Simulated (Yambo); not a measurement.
TlBr (CsCl type, space group Pm-3m, No. 221), G0W0@PBEsol in Yambo with this input:

```
rim_cut
gw0
dyson
el_el_corr
HF_and_locXC
ppa
em1d
RandQpts= 1000000
RandGvec= 1 Ry
EXXRLvcs= 62 Ry
VXCRLvcs= 248 Ry
Chimod= "HARTREE"
% BndsRnXp
 1 | 143 |
%
NGsBlkXp= 10 Ry
% LongDrXp
 1.0 | 1.0 | 1.0 |
%
PPAPntXp= 27.2114 eV
% GbndRnge
 1 | 143 |
%
GTermKind= "BG"
DysSolver= "n"
ExtendOut
```

On a 4×4×4 mesh, with wavefunctions cut at 62 Ry, the gap (X → X) is 2.973 eV and the valence edge shifts by -1.094 eV.

Q: What happens with this change: no terminator?

A: The gap falls by 0.043 eV, to 2.930 eV; the shift of the valence edge becomes -1.010 eV. Neither run is shown to be the converged limit.

The standard potential for Tl keeps a d shell in the valence without the s and p states of that shell. In tests on such compounds this moved G0W0 gaps by up to about 0.9 eV, so absolute quasiparticle energies here are unreliable; differences between settings are what counts.

Spin-orbit coupling is not included.

Geometry of the Materials Project entry, not relaxed at this level; primitive cell a = 4.000 Å, b = 4.000 Å, c = 4.000 Å, α = 90.00°, β = 90.00°, γ = 90.00°.

A shift is the quasiparticle energy of the state minus its PBEsol energy.
